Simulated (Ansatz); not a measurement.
Consider the following.

BP in space group P6_222 (No. 180; B on 3d, P on 3c), a = 3.265 Å, b = 3.265 Å, c = 6.977 Å, α = 90.00°, β = 90.00°, γ = 120.00°.

This is the r²SCAN+D4-relaxed structure.

Question: All from r²SCAN+D4 (plane waves, PAW; program Ansatz), unless another level is named. Estimate the HSE06 gap on the r²SCAN+D4 cell.

Answer: 0.57 eV.

Question: Next, the smallest direct gap on the standard path?

Answer: 2.66 eV.

Question: What about the formation energy from the elements (no fitted shifts)?

Answer: 0.035 eV/atom.

Question: What about the electron effective mass?

Answer: 0.17, 0.27, 0.30 mₑ (principal values).

Question: Next, the weight of the conduction-edge state by species (Voronoi cells)?

Answer: P 50 %, B 50 %.

Question: And the weight of the valence-edge state by species (Voronoi cells)?

Answer: B 53 %, P 47 %.

The start of the workflow was typed in or built on a structure type; neither database checked (COD, Materials Project) lists it. It is not the phase usual at ambient conditions (space group No. 216). Symmetry was held in the r²SCAN+D4 relaxation; whether a distortion lowers the energy is not shown. The references are the lowest solids computed at this level, not always the standard phases.

Potentials: the later of the program's two PAW sets.
